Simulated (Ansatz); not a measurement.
Input:

HfSiO₄:
```
HfSiO4
1.0
   -3.26144     3.26144     2.96092
    3.26144    -3.26144     2.96092
    3.26144     3.26144    -2.96092
Hf Si O
2 2 8
Cartesian
  0.00000   3.26144   1.48046
  0.00000   0.00000   0.00000
  3.26144   0.00000   1.48046
  0.00000   0.00000   2.96092
  3.26144   2.05440  -1.07725
  4.46848   0.00000   0.40321
  0.00000   1.20704   1.88367
  2.05440   0.00000   0.40321
  3.26144   1.20704   2.55771
  1.20704   0.00000   4.03817
  3.26144  -1.20704   2.55771
  2.05440   3.26144   1.07725
```

This is the LDA-relaxed structure. Cartesian axes are those of the cell as given.

Q: All from LDA (plane waves, PAW; program Ansatz), unless another level is named. Give the smallest direct gap on the standard path.

A: 5.80 eV.

Q: Next, the band gap?

A: 5.41 eV (indirect).

Q: Next, the conduction-band minimum?

A: off the standard path, at k = (0.177, 0.292, 0.266) in fractions of the reciprocal vectors.

Q: And the valence-band maximum?

A: on the Γ–Z line, 14 % of the way from Γ.

Space group I4_1/amd. The LDA relaxation kept the symmetry of its start. The run is not spin-polarised. Scalar-relativistic: spin–orbit coupling is off unless named, which matters more the heavier the elements.

Potentials: the later of the program's two PAW sets.
